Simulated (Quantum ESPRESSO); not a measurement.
Band energies of SnS monolayer

```
SnS
1.0
    4.08213     0.00000     0.00000
    0.00000     4.04764     0.00000
    0.00000     0.00000    15.90000
S Sn
2 2
Cartesian
  3.89856   0.00000   1.15842
  1.85750   2.02382  -1.15842
  1.73535   2.02382   1.39972
  3.77641   0.00000  -1.39972
```

norm-conserving PBE (stringent potentials; Quantum ESPRESSO, 102 Ry, scalar-relativistic); path ΓXSYΓS; energies in eV from the valence-band maximum.

```
k (1/Å)  point  band 24  band 25  band 26  band 27  band 28  band 29  band 30  band 31
-------  -----  -------  -------  -------  -------  -------  -------  -------  -------
0.00         Γ    -3.46    -3.43    -2.08    -2.07    -0.30     1.45     3.67     4.04
0.22              -3.28    -3.14    -1.97    -1.44    -0.42     1.61     3.47     3.93
0.44              -2.84    -2.57    -1.77    -0.73    -0.43     2.04     2.10     2.91
0.67              -2.43    -2.25    -1.79    -0.66     0.00     1.38     2.29     2.38
0.78         X    -2.65    -1.98    -1.98    -0.33    -0.33     1.76     1.76     2.51
0.89              -2.72    -2.18    -2.18    -0.35    -0.35     1.63     1.63     2.85
1.11              -3.70    -2.44    -2.44    -1.31    -1.31     2.45     2.45     3.67
1.33              -4.72    -3.09    -3.09    -1.87    -1.87     3.35     3.35     4.53
1.55         S    -5.19    -3.64    -3.64    -1.87    -1.87     3.82     3.82     4.71
1.66              -5.04    -3.49    -3.49    -1.88    -1.88     3.67     3.67     4.66
1.88              -4.24    -2.68    -2.68    -1.76    -1.76     2.94     2.94     4.12
2.10              -3.13    -2.35    -2.35    -0.77    -0.77     1.86     1.86     3.24
2.32         Y    -2.66    -1.99    -1.99    -0.37    -0.37     1.72     1.72     2.46
2.51              -2.54    -2.38    -1.74    -0.80    -0.03     1.38     2.42     2.49
2.71              -3.01    -2.73    -1.83    -0.71    -0.64     1.94     2.37     3.14
3.00              -3.44    -3.37    -2.07    -1.91    -0.32     1.48     3.74     4.01
3.09         Γ    -3.46    -3.43    -2.08    -2.07    -0.30     1.45     3.67     4.04
3.18              -3.50    -3.32    -2.11    -1.89    -0.32     1.48     3.73     4.00
3.36              -3.76    -2.53    -2.35    -0.98    -0.43     1.71     2.89     4.03
3.55              -3.48    -2.73    -1.82    -0.80    -0.37     2.10     2.34     2.65
3.73              -3.24    -3.13    -1.89    -1.88    -0.59     1.84     3.24     3.43
3.91              -3.96    -3.45    -2.51    -2.14    -1.51     2.72     3.81     4.29
4.18         S    -5.19    -3.64    -3.64    -1.87    -1.87     3.82     3.82     4.71
```

The PBE gap is 1.37 eV and nearly direct: the edges lie at 86 % of the way from Γ to X and 12 % of the way from Y to Γ, the smallest direct gap within 0.02 eV of it. Another conduction extremum on the path lies within 0.02 eV, too close to call. The valence-band maximum lies 4.38 eV below the vacuum level.

Spin-orbit splittings are left out.

Geometry relaxed with PBEsol.

This is a model layer cut from the bulk structure; whether it is stable on its own was not checked.

Letters of k points follow the standard setting of the lattice, whose axes may be ordered differently from the printed cell.
